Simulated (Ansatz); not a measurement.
In the program Ansatz at the PBEsol level (PAW), SnO in the zinc blende structure (F-43m) relaxes to a = 5.377 Å. O has 4 nearest neighbours from 2.33 Å (tetrahedral); Sn has 4 nearest neighbours from 2.33 Å (tetrahedral). Against the elements it lies at -786 meV/atom, with no fitted shifts.

Electronic character: metallic (no gap). Gap from PBEsol with spin–orbit coupling: none (metallic).

The bulk modulus is 66.4 GPa. The relaxed-ion elastic constants in GPa are C11 = 67.9, C12 = 66.4, C44 = -38.8. The highest mode at Γ lies at 6.11 THz.

The start of the workflow was typed in or built on a structure type; neither database checked (COD, Materials Project) lists it. It is not the phase usual at ambient conditions (space group No. 129). The PBEsol relaxation kept the symmetry of its start. At this level the phase is mechanically unstable. The volume moved by 16 % from the start of the relaxation. As this level gives no gap, shear constants depend on the k-mesh and smearing (Fermi–Dirac, 0.1 eV here). As this level gives no gap, phonon frequencies hold no LO–TO term and depend on the k-mesh and smearing (Fermi–Dirac, 0.1 eV here). The references are the lowest solids computed at this level, not always the standard phases (solids in place of the gases). Scalar-relativistic: spin–orbit coupling is off unless named, which matters more the heavier the elements.

Potentials: the later of the program's two PAW sets.
